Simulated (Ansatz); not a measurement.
Relaxed La₂O₃ (A-La2O3 type, space group P-3m1):

```
CELL_PARAMETERS angstrom
      3.94042     0.00000     0.00000
     -1.97021     3.41251     0.00000
      0.00000     0.00000     6.18831
ATOMIC_POSITIONS crystal
  La 0.33333 0.66667 0.24738
  La 0.66667 0.33333 0.75262
  O  0.00000 0.00000 0.00000
  O  0.33333 0.66667 0.64529
  O  0.66667 0.33333 0.35471
```

Scan: atom 1 (La, nearest neighbour O at 2.370 Å; its periodic images, 3.9 Å or more away, move with it) is displaced along Cartesian z, direction (0.000, 0.000, 1.000) in Cartesian axes, by s. The other atoms stay.

Calculation: PBE (plane waves to 420 eV, PAW, scalar-relativistic; Ansatz, a first-principles code). k mesh 8×8×5 (Γ-centred), Fermi-Dirac smearing 0.05 eV. The energy includes the smearing's −TS. Left out: 1 of 11 points, with atoms too close for the PAW data. La2O3 is run without spin polarisation. La2O3 was relaxed with its symmetry unable to fall. The PAW data are Ansatz's earlier set. The zero of ΔE is the undisplaced structure.

The scan covers s from -0.470 to 0.376 Å in 10 points.

Is this a single well or a double well?

A single well with its minimum at or next to zero displacement.

Is the energy the same for displacements of ±0.376 Å, and if not, which side lies higher?

Not even: the positive side lies higher at ±0.376 Å. With its periodic images moving along, the atom's site symmetry in this cell is 3m..

What force acts on the atom along the line at s = -0.470 Å?

4.08 eV/Å.

What is the energy change at s = 0.376 Å?

1051 meV/cell.

What is the force constant k = d²E/ds² of this move at s = 0?

11.7 eV/Å².

(A displaced cell: forces are minus the slopes of the energy, force constants its curvatures, and phonons follow from these.)
